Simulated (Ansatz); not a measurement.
Method: DFT PBE, scalar-relativistic, plane waves, PAW in Ansatz. All cells share a 420 eV cutoff and Γ-centred k meshes spaced at most about 0.3 Å⁻¹ (about 0.25 or finer for metals, 2π included). No spin polarisation in the final relaxations.

All energies are static (0 K, no zero-point motion). All come from trial cells, and lower structures may exist.

Question: Order these relaxed structures of YAlC4N4 by energy, lowest first, with the energy over the lowest of them.
1.

```
Y Al C N
1.0
     3.78873   -3.89437    0.00000
     3.78873    3.89437    0.00000
     0.00000    0.00000    7.62527
Y Al C N
1 1 4 4
Direct
  0.50000 0.50000 0.50000
  0.00000 0.00000 0.00000
  0.17941 0.82059 0.81597
  0.82059 0.17941 0.18403
  0.17941 0.82059 0.18403
  0.82059 0.17941 0.81597
  0.28620 0.71380 0.70558
  0.71380 0.28620 0.29442
  0.28620 0.71380 0.29442
  0.71380 0.28620 0.70558
```

2.

```
Y Al C N
1.0
     3.46914   -3.42784    0.00000
     3.46914    3.42784    0.00000
    -2.86223    0.00000    7.41026
Y Al C N
1 1 4 4
Direct
  0.63289 0.63289 0.56964
  0.95983 0.95983 0.99039
  0.81053 0.20930 0.18620
  0.15837 0.77966 0.80498
  0.77966 0.15837 0.80498
  0.20930 0.81053 0.18620
  0.75602 0.34113 0.31745
  0.19444 0.65695 0.66137
  0.65695 0.19444 0.66137
  0.34113 0.75602 0.31745
```

Answer: 2 (0 meV/atom), 1 (122 meV/atom). Forms: 2 Cm; 1 Cmmm.

Weakly bound directions are ill-defined at this level, which has no dispersion term (Cmmm), and this can change margins and order among such cells. Cells relaxed within their symmetry can be saddle points. The Cm cell of YAlC4N4 came from shaking the Cmmm one. Some structure types and database cells were kept out of the candidates from the start, so a known form may be missing.
